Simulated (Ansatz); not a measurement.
Relaxed HgTe (zinc blende):

```
HgTe
1.0
    0.00000     3.28657     3.28657
    3.28657     0.00000     3.28657
    3.28657     3.28657     0.00000
Te Hg
1 1
Direct
  0.25000   0.25000   0.25000
  0.00000   0.00000   0.00000
```

In this cell atom 1 (Te, nearest neighbour Hg at 2.846 Å; its periodic images, 4.6 Å or more away, move with it) is moved by s along Cartesian x, unit vector (1.000, 0.000, 0.000); all other atoms and the cell stay fixed.

These are r2SCAN (plane waves to 500 eV, PAW, scalar-relativistic; Ansatz, a first-principles code) values and carry that method's errors. k mesh 7×7×7 (Γ-centred), Fermi-Dirac smearing 0.05 eV. Energies are smeared free energies. With partly filled bands, energies and forces of such displacements shift with the k mesh and the smearing. At this level the bands of HgTe touch or barely overlap. HgTe was relaxed with its symmetry unable to fall. Spin-orbit coupling is left out, though Hg and Te are heavy. ΔE is measured from the undisplaced structure. The last digit holds for this mesh only.

```tsv
s (Å)	ΔE (meV/cell)
-0.280	111.1
-0.224	71.6
-0.168	40.5
-0.112	18.1
-0.056	4.5
0.000	0.0
0.056	4.5
0.112	18.1
0.168	40.5
0.224	71.6
0.280	111.1
```

### Question
What force constant k = d²E/ds² at s = 0 does the table give?

### Answer
2.9 eV/Å². It is the second difference of the nearest points, corrected with the next pair.

### Question
With k = 2.90 eV/Å² from the forces, is the well harmonic out to s = 0.280 Å?

### Answer
½ks² = 114 meV/cell against the computed 111 meV/cell, so the well is close to harmonic there.

(For displaced atoms, the force is minus the slope of the energy, and its curvature is a force constant, which sets phonon frequencies.)
